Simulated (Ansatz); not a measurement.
The cell below belongs to a search over invented structures; it isn't taken from experiment.

Input and command of a plane-wave DFT calculation in Ansatz:

```yaml
crystal:
  lattice:
    - [5.13934042, 0.0, 0.0]
    - [-2.56967021, 4.45079936, 0.0]
    - [0.0, 0.0, 4.21998461]
  atoms:
    - { symbol: Ti, position: [0.0, 0.0, 0.0], spin: 1.0 }
    - { symbol: Zn, position: [0.0, 0.0, 0.5] }
    - { symbol: Zn, position: [0.33333333, 0.66666667, 0.0] }
    - { symbol: Zn, position: [0.66666667, 0.33333333, 0.0] }
    - { symbol: "N", position: [0.53904467, 0.0, 0.0] }
    - { symbol: "N", position: [0.0, 0.53904467, 0.0] }
    - { symbol: "N", position: [0.46095533, 0.46095533, 0.0] }
basis:
  ecutwfc: 420
kpoints:
  mp_grid: { grid: [3, 3, 3] }
hamiltonian:
  xc: pbe
scf:
  occupations: { method: gaussian, width: 0.15 }
  lower_state_search: "off"
output:
  forces: true
  stress: true
  eigenvalues: true
  populations: true
magnetization:
  spin_polarized: true
relax:
  adjacent_minimum: "off"
  f_tol: 0.08
  max_steps: 16
  cell: { stress_tol: 0.8 }
```

```bash
ansatz run input.yaml --threads 1 --pin off --max-ram 2560MiB --backend cpu --events-out ev --progress --plain --runs-dir out
```

Processor: Intel(R) Xeon(R) Processor @ 2.50GHz (Skylake/Cascade Lake), 1 thread, on a host shared with other jobs.

Question: How long does it run, and how much memory does it take?

Answer: About 6.4 min, peak memory 0.45 GiB. It solves 39 bands at 6 k points (after reduction by symmetry) with about 2933 plane waves (on the last cell), in 241 SCF iterations over 12 ionic steps.
